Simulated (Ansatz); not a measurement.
The start is a randomly generated symmetric cell of TiO (space group No. 123). Cell shape, volume and atoms are optimised at zero target pressure with PBE (plane waves to 420 eV, PAW, scalar-relativistic; Ansatz, a quantum-chemistry and plane-wave program). First-step values are on the input's coarse k-mesh.

Ansatz input (later rounds restart from its end on a renewed k-mesh):
Ansatz 0.2 input:
```yaml
crystal:
  lattice:
    - [4.2891322, 0, 0]
    - [0, 4.2891322, 0]
    - [0, 0, 3.8531352]
  atoms:
    - { symbol: O, position: [0, 0.5, 0.5] }
    - { symbol: O, position: [0.5, 0, 0.5] }
    - { symbol: O, position: [0.5, 0.5, 0] }
    - { symbol: Ti, position: [0, 0.5, 0] }
    - { symbol: Ti, position: [0.5, 0, 0] }
    - { symbol: Ti, position: [0.5, 0.5, 0.5] }
basis: { ecutwfc: 420, ecutrho_ratio: 4, xc_grid: 2, fft_grid_basis: typed }
kpoints: { mp_grid: { grid: [6, 6, 6] } }
hamiltonian:
  xc: pbe
  dispersion: none
  pseudopotentials: { kind: paw }
scf: { occupations: { method: fermi_dirac, width: 0.05 } }
relax: { f_tol: 0.01, max_steps: 100, cell: { stress_tol: 0.02 } }
output: { forces: true, stress: true }
```

```json
{
  "initial_pressure": "+8 GPa (positive: the cell is compressed)",
  "outcome": "The space group stays P4/mmm (No. 123) (the run could not lower it), with 6 atoms in the primitive cell",
  "energy_released": "0.09 eV/atom",
  "Shortest distances (start → end)": "The closest pairs of elements (up to four, under 3.6 Å), start → end: O–Ti 1.93 → 2.04 Å; O–O 2.88 → 2.91 Å; Ti–Ti 2.88 → 2.91 Å",
  "optimiser_moves": "9"
}
```

Final structure:

Space group P4/mmm (No. 123); a = 4.1540 Å, b = 4.1540 Å, c = 4.0830 Å, α = 90.00°, β = 90.00°, γ = 90.00°

| atom | site | symmetry | x | y | z |
|---|---|---|---|---|---|
| O | 2e | mmm. | 0.0000 | 0.5000 | 0.5000 |
| O | 1c | 4/mmm | 0.5000 | 0.5000 | 0.0000 |
| Ti | 2f | mmm. | 0.0000 | 0.5000 | 0.0000 |
| Ti | 1d | 4/mmm | 0.5000 | 0.5000 | 0.5000 |

Final values are on a 11×11×11 k-mesh of the relaxed cell. No spin polarisation in the result. The d or f electrons are treated with no Hubbard U.

The run could not lose the symmetry of its start, so the end can be a saddle point.

All atoms sit on sites fixed by symmetry, so only the cell could relax.

The relaxed structure here is a generated cell of TiO: the first start was made by a random draw of sites in a space group, and the end was not matched to a known phase here, so it may be hypothetical.
